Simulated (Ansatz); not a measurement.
Cd (hcp, Mg type)

```
Cd
1.0
    2.94579     0.00000     0.00000
   -1.47289     2.55113     0.00000
    0.00000     0.00000     5.60304
Cd
2
Direct
  0.33333   0.66667   0.75000
  0.66667   0.33333   0.25000
```

The slice is a (1 -1 0 0) plane (indices of the conventional cell) through the point (0.333, 0.667, 0.750) (fractional), spanned by u = [110] and v = [001] in vectors of this cell: u (2.95 Å) and v (5.60 Å, at 90° to u). It covers one period; positions are fractions (u, v).

Calculation: PBEsol (plane waves to 420 eV, PAW, scalar-relativistic; Ansatz, a first-principles code). k mesh 18×18×9. Inside the PAW spheres the values are not all-electron values, and peaks at nuclei hang on which shells count as valence. Cd was relaxed with its symmetry unable to fall.

What is the ELF at the midpoint of the shortest Cd–Cd line in this plane (2.95 Å)?

0.2.

What is the valence density on the shortest Cd–Cd line in this plane (2.95 Å), at its midpoint?

0.21 e/Å³.

Sketch the valence electron density on this plane as a map.


| v \ u | 0.00 | 0.12 | 0.24 | 0.35 | 0.47 | 0.59 | 0.71 | 0.82 | 0.94 |
|---|---|---|---|---|---|---|---|---|---|
| 0.88 | 0.5 | 0.3 | -0.2 | -0.7 | -0.9 | -0.8 | -0.5 | 0.1 | 0.5 |
| 0.75 | -0.8 | -0.9 | -0.9 | -1.0 | -1.0 | -1.0 | -1.0 | -0.9 | -0.8 |
| 0.62 | -0.9 | -0.9 | -0.7 | -0.6 | -0.4 | -0.5 | -0.7 | -0.8 | -0.9 |
| 0.50 | -0.8 | -0.7 | -0.5 | -0.1 | 0.1 | 0.0 | -0.3 | -0.6 | -0.8 |
| 0.38 | -0.9 | -0.9 | -0.7 | -0.6 | -0.4 | -0.5 | -0.7 | -0.8 | -0.9 |
| 0.25 | -0.8 | -0.9 | -0.9 | -1.0 | -1.0 | -1.0 | -1.0 | -0.9 | -0.8 |
| 0.12 | 0.5 | 0.3 | -0.2 | -0.7 | -0.9 | -0.8 | -0.5 | 0.1 | 0.5 |
| 0.00 | 1.4 | 1.2 | 0.5 | -0.3 | -0.7 | -0.5 | 0.1 | 0.9 | 1.4 |

Values: log₁₀ of the valence density in e/Å³. The scale is logarithmic, as a density can span decades between atoms and voids.
